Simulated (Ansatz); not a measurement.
SnC:
```
CELL_PARAMETERS angstrom
      3.05664     0.00000     0.00000
      0.00000     3.05664     0.00000
      0.00000     0.00000     3.05664
ATOMIC_POSITIONS crystal
  Sn 0.00000 0.00000 0.00000
  C  0.50000 0.50000 0.50000
```

Relaxed with PBEsol. Special points in fractions of this cell's reciprocal vectors: Γ (0.000, 0.000, 0.000); X (0.000, 0.500, 0.000); M (0.500, 0.500, 0.000); R (0.500, 0.500, 0.500).

List the band energies nearest the Fermi level at these points for DFT-PBEsol in the program Ansatz with PAW potentials.

In eV from the Fermi level; about four levels below and three above (degenerate sets whole), none deeper than 8.9 eV; … stands for higher levels left out; points with the same levels are listed once.

```
k                    below           above
-  -----------------------  --------------
Γ  -1.97 -0.97 -0.97 -0.97     7.07 7.07 …
X                        –  0.82 0.82 2.33
M  -8.75 -5.79 -5.79 -5.14  1.14 6.30 6.30
R  -2.27 -2.27 -2.27 -1.12               …
```

Space group Pm-3m (CsCl type). The cell is a constructed one: a structure type filled with these elements; neither database checked (COD, Materials Project) lists it. Whether it is the stable phase at ambient conditions was not checked. The PBEsol relaxation kept the symmetry of its start. At this level the phase is dynamically unstable (imaginary phonons). Spin–orbit coupling is left out wherever it is not named.

Potentials: the later of the program's two PAW sets.
